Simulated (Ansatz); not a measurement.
This ScIrS3 structure is the end of a relaxation. The cell was found from a structure generator's guess, not taken from experiment.

Computed with Ansatz, DFT PBE, scalar-relativistic, plane waves, PAW. Cutoff 420 eV, Γ-centred mesh, Gaussian smearing, collinear spin.

```
CELL_PARAMETERS angstrom
4.63950 0.00000 0.00000
0.00000 4.63950 0.00000
0.00000 0.00000 4.63950
ATOMIC_POSITIONS crystal
Sc 0.50000 0.50000 0.50000
Ir 0.00000 0.00000 0.00000
S 0.50000 0.00000 0.00000
S 0.00000 0.50000 0.00000
S 0.00000 0.00000 0.50000
```

Energies over the elements count from the elements' standard structures at the same level, with no fitted energy shifts.

(1) What space group does it have?

(2) What is its formation energy per atom?

(3) Is it a metal?

(4) Which magnetic moments does it keep?

(5) From what recipe could a structure generator have reached it?

Results:

(1) Pm-3m (No. 221), the cubic perovskite type. Conventional cell: a = 4.639 Å. Around Sc lie 12 S at 3.28 Å; around Ir lie 6 S at 2.32 Å; S has 2 Ir at 2.32 Å, 4 Sc at 3.28 Å and 8 S at 3.28 Å.

(2) −0.13 eV/atom. It lies below the elements, which doesn't yet make it stable against other compounds or structures.

(3) Yes, bands cross the Fermi level on the 8×8×8 mesh.

(4) 0.00 μB per atom net, the space between the atoms included; by site: all under 0.1 μB.

(5) One such recipe: perovskite family, tilts a0a0a0 (Pm-3m, No. 221). Other recipes can lead to the same cell.

The last run used collinear spin, an 8×8×8 mesh for its 5-atom cell and Gaussian smearing of 0.10 eV. These runs have no spin–orbit coupling, which can matter for Ir. The reference form of S is held partly by dispersion forces, which this level lacks. A structure relaxed within its symmetry needn't be a true minimum.
